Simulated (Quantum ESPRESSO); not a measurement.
# MgAl4LiIr2: a curve over strain

A calculation, not a measurement. The program is pw.x of Quantum ESPRESSO 7.5 (plane-wave density functional theory). The cell is made up: eight metal atoms on a hexagonal close-packed lattice, with elements, volume, strain and displacements drawn at random and not relaxed, so it may be unstable or far from any real phase. PseudoDojo standard norm-conserving files set the functional (PBE unless stated); there is no spin polarisation or spin-orbit coupling, the Fermi-Dirac width of 0.25 eV means electrons at about 2900 K, and the masses in the input are unused placeholders. Heavy elements are run without spin-orbit coupling, which real alloys of them have. A spin test at this wide smearing found no moment, but such smearing suppresses magnetism that the real alloy may have.

Seven runs add a strain to one cell (biaxial xx and yy); the atoms follow the cell and are not relaxed. Stress in the table is positive in tension.

Input of the run at -0.0025:

```
&control calculation='scf', pseudo_dir='./dojo.nc.sr.pbe.v0_5.standard.upf', outdir='./o', disk_io='minimal', tprnfor=.true., tstress=.true. /
&system ibrav=0, nat=8, ntyp=4, nbnd=40, ecutwfc=84.00895049, nosym=.true., tot_charge=0,
 occupations='smearing', smearing='fd', degauss=0.0183746611
/
&electrons conv_thr=1.470e-08, electron_maxstep=70, mixing_beta=0.5 /
ATOMIC_SPECIES
Al 1.0 Al.upf
Ir 1.0 Ir.upf
Li 1.0 Li.upf
Mg 1.0 Mg.upf
CELL_PARAMETERS angstrom
-0.0283 4.9782 0.0634
2.7975 0.0423 4.6287
2.8805 -0.075 -4.6804
ATOMIC_POSITIONS angstrom
Mg -0.0696 0.0664 0.034
Al 2.8915 0.0814 -0.0669
Li 2.8454 1.7181 -2.3776
Ir 2.7442 1.851 2.375
Ir 1.3233 2.3944 0.0112
Al 4.2461 2.5215 0.164
Al 1.4273 4.2178 -2.3029
Al 1.376 4.2282 2.3614
K_POINTS automatic
6 6 6 1 1 1
```

| added strain | free energy less that of the input shown (eV) | stress xx (GPa) | stress yy (GPa) | stress zz (GPa) | stress xy (GPa) | pressure (GPa) | iterations |
| --- | --- | --- | --- | --- | --- | --- | --- |
| -0.0235 | -0.2991 | 2.80 | 10.41 | 0.57 | -1.79 | -4.59 | 10 |
| -0.0203 | -0.2632 | 3.57 | 11.06 | 1.01 | -1.77 | -5.21 | 10 |
| -0.0025 | 0.0000 | 7.27 | 14.09 | 3.27 | -1.62 | -8.21 | 10 |
| +0.0103 | 0.2473 | 9.40 | 15.75 | 4.75 | -1.50 | -9.97 | 10 |
| +0.0212 | 0.4895 | 10.93 | 16.88 | 5.92 | -1.40 | -11.24 | 10 |
| +0.0245 | 0.5679 | 11.34 | 17.17 | 6.25 | -1.37 | -11.59 | 10 |

Question: one run is left out of the table, at -0.0090. Estimate its stress xx (GPa).

Answer: 6.02. The whole row:

| added strain | free energy less that of the input shown (eV) | stress xx (GPa) | stress yy (GPa) | stress zz (GPa) | stress xy (GPa) | pressure (GPa) | iterations |
| --- | --- | --- | --- | --- | --- | --- | --- |
| -0.0090 | -0.1079 | 6.02 | 13.08 | 2.47 | -1.67 | -7.19 | 10 |

A cubic fit gives a slope of stress xx against the added strain of 176 GPa at zero added strain, with the atoms clamped. Across the table the energy follows the integral of the stress to 0.6 meV. A rerun of one of the cells at a higher cutoff and on a denser mesh moved values by no more than 0.004 eV in energy, 0.03 GPa in stress and 0.005 eV/Å in force, and a second program with other atomic files agreed on that cell to 2 % rms in force and 0.5 GPa in pressure.